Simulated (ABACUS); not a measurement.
How a calculation on Mg2ZnO3 (P-3m1, 6 atoms in the cell; from Materials Project mp-1222123) responds to its settings

```
Mg2ZnO3
1.0
    3.03300     0.00000     0.00000
   -1.51650     2.62665     0.00000
    0.00000     0.00000     7.40332
Mg Zn O
2 1 3
Cartesian
  0.00000   1.75110   4.92913
  1.51650   0.87555   2.47419
  0.00000   0.00000   0.00000
  0.00000   1.75110   1.27796
  1.51650   0.87555   6.12536
  0.00000   0.00000   3.70166
```

Base run A: PBEsol, numerical atomic orbitals DZP (confined pseudo-atomic orbitals with Gaussian additions; energy shift 0.003 Ry), PseudoDojo 0.4 standard norm-conserving PBEsol (tails mended) pseudopotentials (ABACUS 3.10.1), self-consistent single point.

Its settings: basis = DZP numerical atomic orbitals, energy shift 0.003 Ry; KPT = Gamma 10 10 4 0 0 0; basis_type = lcao; ecutwfc = 100 Ry; smearing_method = fixed; potentials = PseudoDojo 0.4 standard norm-conserving PBEsol (tails mended); symmetry = 1; ks_solver = genelpa; scf_nmax = 100; scf_thr = 1.0e-06; mixing_type = broyden.

The atom-centred basis is finite, which shifts total energies, pressures, gaps and forces against plane waves. The structure comes from a collection of computed structures, made at another level of theory; the collection holds predicted forms beside known ones.

ΔF is the free energy per atom less that of run A. 

A variant of run A gave: the free energy stays essentially unchanged (within 1 meV/atom), the pressure goes from -3.81 to -0.70 GPa, the largest force moves little (0.196 to 0.200 eV/Å) and the gap on the mesh goes from 2.805 to 2.979 eV.

Problem. What was changed between the two runs?
A. lattice vector c scaled by 0.99
B. lattice vector c scaled by 1.01
C. lattice vector c scaled by 1.02
D. lattice vector c scaled by 0.98

Solution. D, lattice vector c scaled by 0.98. That run gave: ΔF (meV/atom) -0.92; pressure (GPa) -0.70; largest force (eV/Å) 0.200; gap on the mesh (eV) 2.979.

The base and the other variants:

| change | ΔF (meV/atom) | pressure (GPa) | largest force (eV/Å) | gap on the mesh (eV) |
|---|---|---|---|---|
| base | 0.00 | -3.81 | 0.196 | 2.805 |
| lattice vector c scaled by 0.99 | -1.42 | -2.30 | 0.199 | 2.893 |
| lattice vector c scaled by 1.01 | 3.2 | -5.26 | 0.194 | 2.716 |
| lattice vector c scaled by 1.02 | 8.3 | -6.65 | 0.193 | 2.624 |

The atomic orbitals were generated for these runs; they are not ABACUS's published sets and were checked against plane waves on a few crystals only.

“Tails mended”: in these copies of the files the far tail of each local potential was reset to the Coulomb form.
